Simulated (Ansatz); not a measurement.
All numbers below come from DFT PBE, scalar-relativistic, plane waves, PAW in Ansatz. Plane waves to 420 eV, an 8×8×4 mesh through Γ for the 8-atom cell and 0.02 eV Gaussian smearing; no spin polarisation.

Formation energies are uncorrected and count from the elements' standard states at the same level.

Question: Suggest a trial structure for a tetragonal semiconductor that holds P and 2 more elements, with a gap near 1.6 eV, a formation energy near −0.48 eV/atom and a density near 3.58 g/cm³, in a cell of 8 atoms.

Answer: AlGa3P4, space group P-4m2 (No. 115). Al is surrounded by 4 P at 2.38 Å; Ga on a site of symmetry 2mm is surrounded by 4 P at 2.38–2.39 Å; Ga on a site of symmetry -4m2 has 4 P at 2.38 Å; around P on its first site lie 4 Ga at 2.38 Å; 1 more site not described.

```cif
data_structure
_symmetry_space_group_name_H-M 'P-4m2'
_symmetry_Int_Tables_number 115
_cell_length_a 3.8956
_cell_length_b 3.8956
_cell_length_c 11.0071
_cell_angle_alpha 90.000
_cell_angle_beta 90.000
_cell_angle_gamma 90.000
_cell_volume 167.04
loop_
_atom_site_label
_atom_site_type_symbol
_atom_site_symmetry_multiplicity
_atom_site_Wyckoff_symbol
_atom_site_fract_x
_atom_site_fract_y
_atom_site_fract_z
_atom_site_occupancy
Al1 Al 1 c 0.50000 0.50000 0.50000 1
Ga1 Ga 2 e 0.00000 0.00000 0.75003 1
Ga2 Ga 1 b 0.50000 0.50000 0.00000 1
P1 P 2 g 0.50000 0.00000 0.87505 1
P2 P 2 g 0.50000 0.00000 0.37556 1
```

The volume per atom is 20.88 Å³. The density is 3.58 g/cm³, the energy over the elements is −0.481 eV/atom and the gap on the 8×8×4 mesh of the 8-atom cell is 1.62 eV.

The cell was found from a structure generator's guess, not taken from experiment. Other answers may fit too; this one was computed.

Kohn–Sham gaps at this level usually fall short of measured ones. The reference form of P is held partly by dispersion forces, which this level lacks. A later test with randomly moved atoms came back to the same energy, though modes that don't fit the test's cell weren't probed.
